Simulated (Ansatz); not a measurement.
This cell of BaF$_{2}$ (fluorite) is off equilibrium:

```
CELL_PARAMETERS angstrom
      0.00000     3.07242     3.07242
      3.07242     0.00000     3.07242
      3.07242     3.07242     0.00000
ATOMIC_POSITIONS crystal
  Ba 0.00000 0.00000 0.00000
  F  0.25000 0.25000 0.25000
  F  0.75000 0.75000 0.75000
```

All values below come from PBE (plane waves to 420 eV, PAW, scalar-relativistic; Ansatz, a program for electronic structure). k mesh 9×9×9 (Γ-centred), Fermi-Dirac smearing 0.05 eV. Energies are smeared free energies. Compression counts positive. BaF2 was relaxed with its symmetry unable to fall.

Problem. Give the stress tensor in GPa and the pressure.

Solution. 
```
   2.98     0.00     0.00
   0.00     2.98     0.00
   0.00     0.00     2.98
```
The pressure, a third of the trace, is 2.98 GPa.

Problem. It is the relaxed cell scaled evenly to V/V₀ = 0.952, atoms relaxed where free. What is its energy relative to the relaxed cell?

Solution. 8.7 meV/atom.

(Under strain, the slope of the energy per volume gives the stress and its curvature an elastic modulus.)
